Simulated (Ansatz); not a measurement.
The cell below belongs to a search over invented structures; it isn't taken from experiment.

Input and command of a plane-wave DFT calculation in Ansatz:

```yaml
crystal:
  lattice:
    - [2.8712868629, 0.0, 0.0]
    - [-1.4356434315, 2.4866073648, 0.0]
    - [0.0, 0.0, 14.0273057175]
  atoms:
    - { symbol: Ti, position: [0.0, 0.0, 0.0] }
    - { symbol: Al, position: [0.6666666667, 0.3333333333, 0.1630201337] }
    - { symbol: Al, position: [0.0, 0.0, 0.3281462119] }
    - { symbol: Al, position: [0.6666666667, 0.3333333333, 0.5] }
    - { symbol: Al, position: [0.0, 0.0, 0.6718537881] }
    - { symbol: Al, position: [0.6666666667, 0.3333333333, 0.8369798663] }
basis:
  ecutwfc: 420
kpoints:
  mp_grid: { grid: [18, 18, 4] }
hamiltonian:
  xc: pbe
scf:
  occupations: { method: gaussian, width: 0.1 }
output:
  forces: true
  stress: true
  eigenvalues: true
relax:
  adjacent_minimum: "off"
  f_tol: 0.01
  max_steps: 80
  cell: { stress_tol: 0.05 }
```

```bash
ansatz run input.yaml --threads 1 --pin off --max-ram 2560MiB --backend cpu --events-out ev --progress --plain --runs-dir out
```

Processor: Arm Neoverse V1, 1 thread, on a host shared with other jobs.

Question: Estimate time, memory and problem size.

Answer: About 99 s, peak memory 0.47 GiB. It solves 20 bands at 111 k points (after reduction by symmetry) with about 1943 plane waves (on the last cell), in 29 SCF iterations over 4 ionic steps.
